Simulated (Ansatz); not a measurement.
Relaxed candidate structures of SiRu:

**A**
```
SiRu
1.0
    2.90997     0.00000     0.00000
    0.00000     2.90997     0.00000
    0.00000     0.00000     2.90997
Si Ru
1 1
Direct
  0.00000   0.00000   0.00000
  0.50000   0.50000   0.50000
```

**B**
```xyz
2
Lattice="2.8914 0.0000 0.0000 -1.4457 2.5040 0.0000 0.0000 0.0000 3.6087" Properties=species:S:1:pos:R:3 pbc="T T T"
Ru     1.4457     0.8347     0.0000
Si     0.0000     1.6693     1.8043
```

**C**
```
CELL_PARAMETERS angstrom
      3.39466     0.00000     0.00000
      0.00000     3.39466     0.00000
      0.00000     0.00000     6.05078
ATOMIC_POSITIONS crystal
  Si 0.00000 0.50000 0.00000
  Si 0.50000 0.00000 0.50000
  Ru 0.00000 0.00000 0.25000
  Ru 0.00000 0.00000 0.75000
```

Q: Rank these by energy per atom (lowest first), as PBEsol (plane waves to 420 eV, PAW, scalar-relativistic; Ansatz, a first-principles code) gives it.

A: A (reference, the lowest among the structures calculated here), B (+0.17 eV/atom), C (+0.83 eV/atom)

Each run could gain symmetry but not lose that of its start, so entries can be saddle points. From databases, or of a type measured for this composition: Pm-3m, cP2, CsCl type; the others are generated cells (placed on structure types, drawn at random, substituted or restacked) that were not matched to a known phase here. The real structure of this composition may not be among these. Energies are at zero temperature and pressure, without zero-point motion. The runs use different k-meshes, so differences are rounded accordingly. No spin polarisation in the result.
